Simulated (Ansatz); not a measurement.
Method: Ansatz, DFT PBE, scalar-relativistic, plane waves, PAW. Settings of the last relaxation (9-atom cell): 420 eV, 10×10×10 k points, Gaussian smearing of 0.10 eV, collinear spin.

Formation energies are uncorrected and count from the elements' standard states at the same level.

Task: Give a relaxed trial structure of a cubic metal that holds O and 2 more elements, with a formation energy near −1.23 eV/atom, about 11 Å³ per atom and a net moment near 0.6 μB per atom, in a cell of 9 atoms.

Result: Ca2BO6, space group Fm-3m (No. 225). Ca has 12 O at 2.58 Å; B has 6 O at 1.64 Å; O has 1 B at 1.64 Å, 4 O at 2.32 Å and 4 Ca at 2.58 Å.

Space group Fm-3m (No. 225). a = 7.280 Å, b = 7.280 Å, c = 7.280 Å, α = 90.00°, β = 90.00°, γ = 90.00°
```
atom  site  symmetry       x       y       z
  Ca    8c      -43m  0.2500  0.7500  0.7500
   B    4a      m-3m  0.0000  0.0000  0.0000
   O   24e      4m.m  0.2255  0.0000  0.0000
```

The volume per atom is 10.72 Å³, the density is 3.22 g/cm³ and the energy over the elements is −1.23 eV/atom. The gap on the 10×10×10 mesh of the 9-atom cell is 0 eV (a metal) and the net moment per atom is 0.56 μB. The moment by site is O 0.7 (×6) μB.

The cell was found from a structure generator's guess, not taken from experiment. Other answers may fit too; this one was computed.

Another magnetic order may lie lower. A structure relaxed within its symmetry needn't be a true minimum. Site moments count only spheres around the atoms; the net moment includes the space between them.
